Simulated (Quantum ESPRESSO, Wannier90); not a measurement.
**Tight-binding from DFT: MgTe (wurtzite)**

Cell from Materials Project (mp-1039), symmetrised, no further relaxation. COD (Crystallography Open Database) has an entry of this formula and space group (matched by these alone). Computed values, not measurements, from PBEsol: Quantum ESPRESSO (norm-conserving PseudoDojo potentials, cutoff 68 Ry, no spin polarisation, no spin-orbit coupling) on a Γ-centred 6×6×4 mesh, then Wannier90. Density: 12×12×4 mesh, cold smearing 0.01 Ry. Spin-orbit coupling is left out although heavy elements are present.

```
begin unit_cell_cart
ang
    4.5902000829    0.0000000000    0.0000000000
   -2.2951000415    3.9752298803    0.0000000000
    0.0000000000    0.0000000000    7.4378100000
end unit_cell_cart
mp_grid = 6 6 4
```

Neighbour vectors b of the finite-difference formula (Å⁻¹), by shell:

```tsv
shell	b_x	b_y	b_z
1	0.00000	0.00000	0.21119
1	0.00000	0.00000	-0.21119
2	0.00000	0.26343	0.00000
2	0.22814	0.13171	0.00000
2	0.00000	-0.26343	0.00000
2	0.22814	-0.13171	0.00000
2	-0.22814	-0.13171	0.00000
2	-0.22814	0.13171	0.00000
```

Find the weights w_b from the completeness condition Σ_b w_b b_α b_β = δ_αβ.

Shell 1: Σ b_x² = 0.000, Σ b_y² = 0.000, Σ b_z² = 0.089 Å⁻²
Shell 2: Σ b_x² = 0.208, Σ b_y² = 0.208, Σ b_z² = 0.000 Å⁻²
Each of the three diagonal sums, weighted, has to give 1 and the off-diagonal ones 0, which holds for w_1 = 11.2 Å², w_2 = 4.80 Å². Check on xx: 11.21×0.000 + 4.80×0.208 = 1.00.

On this mesh the 8 functions of bands 19-26 (valence bands; start: s functions at the bond centres, conv_tol = 1.0e-6) end with spreads 2.0905, 2.1406, 2.0905, 2.0905, 2.0905, 2.0905, 2.1406, 2.0905 Å², Ω_I = 14.8158 Å² and Ω_D = 0.0036 Å².

Ω_total is the sum of the spreads, 16.824 Å². Ω_OD = Ω_total − Ω_I − Ω_D = 2.005 Å². Only (Ω_D + Ω_OD)/Ω_total = 11.9 % depends on the gauge, and another start could lower the total by that share at most. The rms radius is √(Ω_total/8) = 1.45 Å.
